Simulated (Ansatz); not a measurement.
# Data sheet: SrO (DFT)

SrO:
```yaml
crystal:
  lattice:
    - [4.18905, 0.00000, 0.00000]
    - [-2.09452, 3.62782, 0.00000]
    - [0.00000, 0.00000, 5.04930]
  atoms:
    - { symbol: Sr, position: [0.33333, 0.66667, 0.75000] }
    - { symbol: Sr, position: [0.66667, 0.33333, 0.25000] }
    - { symbol: O, position: [0.33333, 0.66667, 0.25000] }
    - { symbol: O, position: [0.66667, 0.33333, 0.75000] }
```

Space group P6_3/mmc (No. 194); conventional cell a = 4.189 Å, b = 4.189 Å, c = 5.049 Å, α = 90.00°, β = 90.00°, γ = 120.00°.

Method: LDA in the plane-wave PAW code Ansatz. The cell and atoms are relaxed at this level. Other levels are named where they apply.

**Cell and energy**

```yaml
volume_per_atom: 19.18 Å³
density: 4.48 g/cm³
Formation energy from the elements (no fitted shifts): -2841 meV/atom
```

**Electronic structure**

```yaml
band_gap: 2.64 eV (direct)
valence_band_maximum: at Γ
conduction_band_minimum: at Γ
electron_effective_mass: 0.36, 0.36, 0.47 mₑ (principal values)
hole_effective_mass: 0.31, 3.9, 3.9 mₑ (principal values)
```

**Mechanics**

```yaml
Bulk modulus (Birch–Murnaghan fit): 83.1 GPa
Pressure derivative B′: 4.4
Elastic constants (relaxed ions, GPa): C11 = 108, C12 = 89.3, C13 = 43.5, C33 = 184, C44 = 44.8
mechanical_stability: stable (all eigenvalues of C positive)
hill_bulk_and_shear_moduli: 83.5 and 26.6 GPa
Young's modulus: 72.1 GPa
Poisson's ratio: 0.36
debye_temperature_from_the_elastic_constants: 305 K
```

**Dielectric response**

```yaml
Electronic dielectric constant ε∞ (DFPT): 3.42 (xx = yy), 3.46 (zz)
Static dielectric constant ε0 (ions relaxed, cell fixed): 7.23 (xx = yy), 14.8 (zz)
Born charges (a third of the trace): Sr +2.22, O -2.22 e
```

**Phonons**

```yaml
Highest zone-centre frequency (without LO–TO term): 333 cm^-1
zone_centre_stability: no imaginary mode at Γ
dynamical_stability_on_the_path: stable (no imaginary branch)
zero_point_energy: 44.3 meV/atom
Vibrational entropy at 300 K: 26.7 J/(K·mol of atoms)
```

The workflow started from a Materials Project entry (that database holds measured and hypothetical structures alike); the Crystallography Open Database copy checked does not list it. It is not the phase usual at ambient conditions (space group No. 225). The LDA relaxation kept the symmetry of its start. The references are the lowest solids computed at this level, not always the standard phases (solids in place of the gases). Scalar-relativistic: spin–orbit coupling is off unless named, which matters more the heavier the elements.

Potentials: the later of the program's two PAW sets.
